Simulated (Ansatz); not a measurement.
Input:

GaN (rock salt)

```xyz
2
Lattice="0.0000 2.1097 2.1097 2.1097 0.0000 2.1097 2.1097 2.1097 0.0000" Properties=species:S:1:pos:R:3 pbc="T T T"
Ga     0.0000     0.0000     0.0000
N      2.1097     2.1097     2.1097
```

The volume is varied about the relaxed value V₀ at fixed cell shape. Symmetry pins the atoms to their sites.

These are PBEsol (plane waves to 420 eV, PAW, scalar-relativistic; Ansatz, a quantum-chemistry and plane-wave program) values and carry that method's errors. k mesh 13×13×13 (Γ-centred), Fermi-Dirac smearing 0.05 eV. E stands for the smeared free energy. Stress and pressure are positive under compression. GaN was relaxed with its symmetry unable to fall. This is one of several known forms of GaN; the measured ambient cells at hand have space group No. 186 or 216. ΔE is measured from the relaxed starting cell.

The scan covers V/V₀ from 0.940 to 1.060 in 9 points.

Q: What is ΔE at V/V₀ = 0.940?

A: 27.5 meV/atom.

Q: What pressure does the cell carry at V/V₀ = 0.940?

A: 16.5 GPa.

Q: What is ΔE at V/V₀ = 1.060?

A: 21.9 meV/atom.

(Under strain, the slope of the energy per volume gives the stress and its curvature an elastic modulus.)
